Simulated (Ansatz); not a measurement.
Data:

Relaxed Ag (fcc, Cu type):

```xyz
4
Lattice="4.1486 0.0000 0.0000 0.0000 4.1486 0.0000 0.0000 0.0000 4.1486" Properties=species:S:1:pos:R:3 pbc="T T T"
Ag     0.0000     0.0000     0.0000
Ag     2.0743     2.0743     0.0000
Ag     2.0743     0.0000     2.0743
Ag     0.0000     2.0743     2.0743
```

In this cell atom 1 (Ag, nearest neighbour Ag at 2.933 Å; its periodic images, 4.1 Å or more away, move with it) is moved by u·(1.000, 0.000, 0.000) + v·(0.000, 0.000, 1.000); the rest is frozen.

Computed with PBE (plane waves to 420 eV, PAW, scalar-relativistic; Ansatz, a program for electronic structure). k mesh 9×9×9 (Γ-centred), Fermi-Dirac smearing 0.05 eV. The energy includes the smearing's −TS. With partly filled bands, energies and forces of such displacements shift with the k mesh and the smearing. On this mesh the relaxed cell isn't quite at rest: it carries a pressure of -0.1 GPa (compression positive) at the zero of the scan. Ag was relaxed with its symmetry unable to fall. The zero of ΔE is the undisplaced structure. Axes are in Å.

The scan covers u from -0.440 to 0.440 Å in 7 points and v from -0.440 to 0.440 Å in 7 points.

Task: Is the undisplaced position a minimum, a maximum or a saddle of this map?

Result: A minimum.

Task: What are the two principal curvatures of the energy at the centre?

Result: 4.6 eV/Å², isotropic.

(A displaced cell: forces are minus the slopes of the energy, force constants its curvatures, and phonons follow from these.)
